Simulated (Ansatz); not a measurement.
GaSb:
```xyz
2
Lattice="3.5365 0.0000 0.0000 0.0000 3.5365 0.0000 0.0000 0.0000 3.5365" Properties=species:S:1:pos:R:3 pbc="T T T"
Ga     0.0000     0.0000     0.0000
Sb     1.7682     1.7682     1.7682
```

Relaxed with PBEsol.

Problem. Decompose the optical modes at the zone centre into irreducible representations, and say which are infrared and Raman allowed.

Solution. Point group m-3m: Γ_opt = T1u. Infrared: T1u. Raman: none.

Problem. Assign frequencies (DFPT, DFT-PBEsol in the program Ansatz with PAW potentials).

Solution. T1u 97 cm⁻¹.

Space group Pm-3m (CsCl type). The cell is a constructed one: a structure type filled with these elements; neither database checked (COD, Materials Project) lists it. It is not the phase usual at ambient conditions (space group No. 216). Symmetry was held in the PBEsol relaxation. At this level the phase is mechanically unstable. As this level gives no gap, phonon frequencies hold no LO–TO term and depend on the k-mesh and smearing (Fermi–Dirac, 0.1 eV here). Scalar-relativistic: spin–orbit coupling is off unless named, which matters more the heavier the elements.

Potentials: the earlier of the program's two PAW sets. The files were generated under PBE; for other functionals the program regenerates the frozen cores, and for LDA and PBEsol the local potential too.
